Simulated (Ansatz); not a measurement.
PtSe2 (fluorite or antifluorite type, Fm-3m) at seven volumes, the program Ansatz at the HSE06 level (PAW), scaled uniformly. One row is withheld.

```tsv
V (Å³/atom)	P (GPa)
18.238	14.37
18.840	8.73
19.441	3.98
20.042	-0.03
20.643	-3.40
21.245	-6.23
21.846	?
```

Fit the shown pressures and predict the withheld one.

P = (3/2)B₀(x^(7/2) − x^(5/2))[1 + (3/4)(B′ − 4)(x − 1)] with x = (V₀/V)^(2/3). Least squares on the six rows gives V₀ = 20.038 Å³/atom, B₀ = 122 GPa, B′ = 4.70. At V = 21.846, x = 0.9440 and P = -8.61 GPa. The run itself gave -8.59 GPa.

The cell is a constructed one: a structure type filled with these elements; neither database checked (COD, Materials Project) lists it. COD files the formula under space group No. 164, so this cell is another polymorph or a model. Whether it is the stable phase at ambient conditions was not checked. The cell was relaxed with HSE06 under the symmetry of its start; whether a distortion lowers the energy is not shown. The run is not spin-polarised. The hybrid run found no gap, on a coarse k-mesh. Scalar-relativistic: spin–orbit coupling is off unless named, which matters more the heavier the elements.

Potentials: the later of the program's two PAW sets.
